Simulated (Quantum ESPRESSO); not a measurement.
Mo2Au3MgZrIn, different elements on one site, starting from this cell

Computed values, not a measurement. The program is pw.x of Quantum ESPRESSO 7.5 (plane-wave density functional theory). The cell is made up: eight metal atoms on a hexagonal close-packed lattice, with elements, volume, strain and displacements drawn at random and not relaxed, so it may be unstable or far from any real phase. PseudoDojo standard norm-conserving files set the functional (PBE unless stated); there is no spin polarisation or spin-orbit coupling, the Fermi-Dirac width of 0.25 eV means electrons at about 2900 K, and the masses in the input are unused placeholders. Heavy elements are run without spin-orbit coupling, which real alloys of them have. A spin test at this wide smearing found no moment, but such smearing suppresses magnetism that the real alloy may have.

The runs put different elements on site 5. Cell, positions, cutoff, mesh and smearing stay as in the input of run 1; sites are counted in its order. Stress in the tables is positive in tension.

Input of run 1:

```
&control calculation='scf', pseudo_dir='./dojo.nc.sr.pbe.v0_5.standard.upf', outdir='./o', disk_io='minimal', tprnfor=.true., tstress=.true. /
&system ibrav=0, nat=8, ntyp=5, nbnd=73, ecutwfc=84.00895049, nosym=.true., tot_charge=0,
 occupations='smearing', smearing='fd', degauss=0.0183746611
/
&electrons conv_thr=1.470e-08, electron_maxstep=70, mixing_beta=0.5 /
ATOMIC_SPECIES
Au 1.0 Au.upf
In 1.0 In.upf
Mg 1.0 Mg.upf
Mo 1.0 Mo.upf
Zr 1.0 Zr.upf
CELL_PARAMETERS angstrom
3.0601 0.0 0.0
0.0 5.3003 0.0
0.0 0.0 9.8145
ATOMIC_POSITIONS angstrom
Mo -0.0077 -0.011 0.0375
Au 0.0207 -0.0138 4.8804
Au 0.0029 1.7301 2.4873
Mo 0.0307 1.7612 7.3986
Mg 1.5132 2.6823 -0.0528
Zr 1.5315 2.6106 4.8751
Au 1.4961 4.3898 2.4297
In 1.5193 4.3635 7.3777
K_POINTS automatic
8 5 3 1 1 1
```

| run | elements on sites 1 to 8 | -TS (eV) | pressure (GPa) | stress xx (GPa) | stress yy (GPa) | stress zz (GPa) | stress yz (GPa) | stress xz (GPa) | stress xy (GPa) | iterations |
| --- | --- | --- | --- | --- | --- | --- | --- | --- | --- | --- |
| 1 | Mo Au Au Mo Mg Zr Au In | -1.529 | -7.58 | 8.48 | 6.74 | 7.51 | -1.79 | -0.14 | -0.05 | 16 |
| 2 | Mo Au Au Mo Zr Zr Au In | -1.588 | -6.00 | 6.15 | 6.67 | 5.18 | -0.89 | 0.01 | 0.00 | 18 |
| 3 | Mo Au Au Mo Ta Zr Au In | -1.601 | -10.15 | 10.75 | 11.04 | 8.66 | -0.46 | 0.09 | 0.05 | 19 |
| 4 | Mo Au Au Mo Mo Zr Au In | -1.733 | -12.24 | 12.60 | 13.34 | 10.77 | -0.86 | 0.10 | 0.05 | 18 |
| 5 | Mo Au Au Mo Zn Zr Au In | -1.524 | -10.23 | 11.07 | 10.22 | 9.42 | -1.41 | -0.11 | -0.02 | 16 |

Forces Fx Fy Fz (eV/Å):

| site | run 1 | run 2 | run 3 | run 4 | run 5 |
| --- | --- | --- | --- | --- | --- |
| 1 | -0.04 0.64 -0.62 | -0.03 0.39 -0.44 | -0.02 0.24 -0.39 | -0.02 0.28 -0.34 | -0.03 0.48 -0.59 |
| 2 | -0.03 -0.05 0.27 | -0.03 -0.05 0.22 | -0.03 -0.02 0.17 | -0.03 -0.01 0.17 | -0.03 -0.03 0.25 |
| 3 | -0.02 -0.04 -0.44 | -0.02 -0.15 -0.50 | -0.02 0.00 -0.81 | -0.02 0.06 -0.80 | -0.01 0.07 -0.46 |
| 4 | -0.08 -0.55 0.20 | -0.05 -0.31 0.18 | -0.01 -0.10 0.91 | -0.01 -0.10 1.21 | -0.06 -0.40 0.69 |
| 5 | 0.06 -0.37 0.92 | 0.02 -0.65 1.24 | -0.04 -0.60 0.75 | -0.05 -0.51 0.12 | 0.02 -0.28 0.33 |
| 6 | 0.02 -0.48 -0.02 | 0.04 -0.38 0.02 | 0.03 -0.37 -0.03 | 0.04 -0.39 -0.03 | 0.02 -0.50 -0.03 |
| 7 | 0.04 0.22 -0.64 | 0.05 0.26 -0.53 | 0.05 0.10 -0.66 | 0.04 0.07 -0.65 | 0.04 0.14 -0.64 |
| 8 | 0.05 0.62 0.32 | 0.04 0.89 -0.16 | 0.04 0.76 0.06 | 0.04 0.60 0.34 | 0.05 0.52 0.45 |

Energies are left out, as each element's file has its own zero. A rerun of one cell of this series at a higher cutoff and on a denser mesh moved values by no more than 0.002 eV in energy, 0.04 GPa in stress and 0.007 eV/Å in force, and a second program with other atomic files agreed on that cell to 2 % rms in force and 0.5 GPa in pressure.